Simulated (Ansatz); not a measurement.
SiC (CsCl type, space group No. 221), PBE in the plane-wave PAW code Ansatz, all energies at zero smearing, with the estimated change up to a 700 eV cutoff added, with one set of potentials and settings (totals compare only within such a set). Cell of 2 atoms (1 Si, 1 C): -883.013 eV.

| element | reference phase | E (eV/atom) |
|---|---|---|
| Si | Fd-3m, 2 atoms in the cell | -635.8096 |
| C | P6_3/mmc, 4 atoms in the cell | -250.9479 |

Formation energy per atom, worked out: (-883.013 − 1×(-635.8096) − 1×(-250.9479))/2 = 1.872 eV/atom (181 kJ per mol of atoms), at 0 K, without zero-point energy or fitted corrections.

Space group Pm-3m (CsCl type). The cell is a constructed one: a structure type filled with these elements; neither database checked (COD, Materials Project) lists it. It is not the phase usual at ambient conditions (space group No. 186, 216). The cell was relaxed with PBE under the symmetry of its start; its stability against distortions is not shown here. The references are the lowest solids computed at this level, not always the standard phases.

Potentials: the later of the program's two PAW sets.
